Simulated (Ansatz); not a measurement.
All numbers below come from Ansatz 0.2.0, DFT PBE, scalar-relativistic, plane waves, PAW. All cells share a 420 eV cutoff and Γ-centred k meshes spaced at most about 0.3 Å⁻¹ (about 0.25 or finer for metals, 2π included). Collinear spin in cells that started with moments and kept them past the coarse steps, no spin elsewhere.

These are static total energies at zero pressure.

Compare these two cells of Yb2Zr, each relaxed at this level.

A. (site moments Yb 0.1 (×4); Zr 1.0 (×2) μB)

```xyz
6
Lattice="0.0000 4.4254 4.4254 4.4254 0.0000 4.4254 4.4254 4.4254 0.0000" Properties=species:S:1:pos:R:3 pbc="T T T"
Yb    1.1063    1.1063    1.1063
Yb    1.1063    3.3190    3.3190
Yb    3.3190    3.3190    1.1063
Yb    3.3190    1.1063    3.3190
Zr    4.4254    4.4254    4.4254
Zr    6.6380    6.6380    6.6380
```

B. (no spin)

```xyz
3
Lattice="5.4448 0.0000 0.0000 -2.7224 4.7153 0.0000 0.0000 0.0000 3.2242" Properties=species:S:1:pos:R:3 pbc="T T T"
Yb    2.7224    1.5718    1.6121
Yb    0.0000    3.1435    1.6121
Zr    0.0000    0.0000    0.0000
```

Question: Which form is favoured at zero pressure, and by what margin per atom?

Answer: B is lower, by 0.33 eV/atom. A has the cubic Laves (C15) type, space group Fd-3m (No. 227), 28.9 Å³/atom and no gap on its mesh; B has space group P6/mmm (No. 191), 27.6 Å³/atom and no gap. Counting all near atoms (those within 1.25 times the shortest distance at each site; a plus sign parts nearer from farther groups), A has Yb 6+6, Zr 16 and B has Yb 11, Zr 14. Their magnetic states differ too. The denser one is the lower, and pressure would at first widen the difference. Even the lower one lies +0.25 eV/atom against the reference forms of the elements (uncorrected), so neither is stable at this level. Both come from invented guesses.

The 4f shell of Yb is treated without a Hubbard U. Another magnetic order may lie lower. Trial moments died out on the coarse mesh in P6/mmm; another magnetic start might hold. Cells relaxed within their symmetry can be saddle points.
